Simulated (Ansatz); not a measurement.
Phonons of LuCd (Pm-3m)

```yaml
crystal:
  lattice:
    - [3.60854, 0.00000, 0.00000]
    - [0.00000, 3.60854, 0.00000]
    - [0.00000, 0.00000, 3.60854]
  atoms:
    - { symbol: Lu, position: [0.50000, 0.50000, 0.50000] }
    - { symbol: Cd, position: [0.00000, 0.00000, 0.00000] }
```

Level of theory, where no other is named: PBEsol, all-electron LAPW in Ansatz 0.2.0, scalar-relativistic. k mesh 8×8×8, Fermi-Dirac smearing of 0.100 eV, basis error target 1 meV/atom. The cell was relaxed by PAW under this functional. The structure is one entry of a database and needn't be the stable phase.

Atoms are displaced by 0.01 Å in the smallest supercells that hold the wave vectors of a 2×2×2 mesh. Negative values stand for unstable modes.

What are the phonon energies at the solved wave vectors, in meV?

```csv
q,point,modes (meV)
0.000 0.000 0.000,Gamma,14.53 (×3)
0.500 0.000 0.000,X,"10.05 (×2), 11.65, 11.75 (×2), 12.99"
0.500 0.500 0.000,M,"4.17 (×2), 7.59, 11.70, 16.49 (×2)"
0.500 0.500 0.500,R,"11.06 (×3), 11.92 (×3)"
```

Is the structure dynamically stable at these wave vectors?

Yes, no mode is unstable there; wave vectors off this mesh aren't tested.

How do the optical zone-centre modes decompose, and which are active?

Point group m-3m: Γ_opt = T1u.

| label | meV | activity | mostly |
| --- | --- | --- | --- |
| T1u | 14.53 | IR | Cd (61 %) |

In a metal the activity is that of symmetry alone; free carriers screen the infrared modes.

How well do frozen-core PAW files reproduce these all-electron values?

With a cutoff of 420 eV and displacements of 0.0025 Å, the r.m.s. difference over the modes is 0.0 cm⁻¹; the largest difference is 117.1 (PAW) against 117.2 cm⁻¹ (LAPW).

The cell is scaled evenly to 45.579 and 48.398 Å³ (from 46.989), with free atoms relaxed and the shape held. What are the mode Grüneisen parameters γ = −d ln ω/d ln V?

For the highest mode, 140.9 cm⁻¹ in the small cell and 125.5 in the large one give γ ≈ 1.93. From the change of the dynamical matrix on each mode:

```
point   cm⁻¹      γ
Gamma  117.2   1.87
    X   81.0   1.51
    X   93.9   1.69
    X   94.7   1.77
    X  104.8   1.69
    M   33.7  -1.68
    M   61.2   1.50
    M   94.3   1.81
    M  133.0   1.93
    R   89.2   1.81
    R   96.1   2.09
```

Weighted by the modes' heat capacities at 300 K, the mean on this mesh is 1.29; it moves with the q mesh, and a coarse one overweights the zone boundary. Rows under −0.05 (1 here) are modes that soften under compression and pull towards negative thermal expansion.

Known limits: responses of metals move with mesh and smearing; the frozen-core PAW files of the compared runs were fitted under PBE, their cores solved anew for this functional.
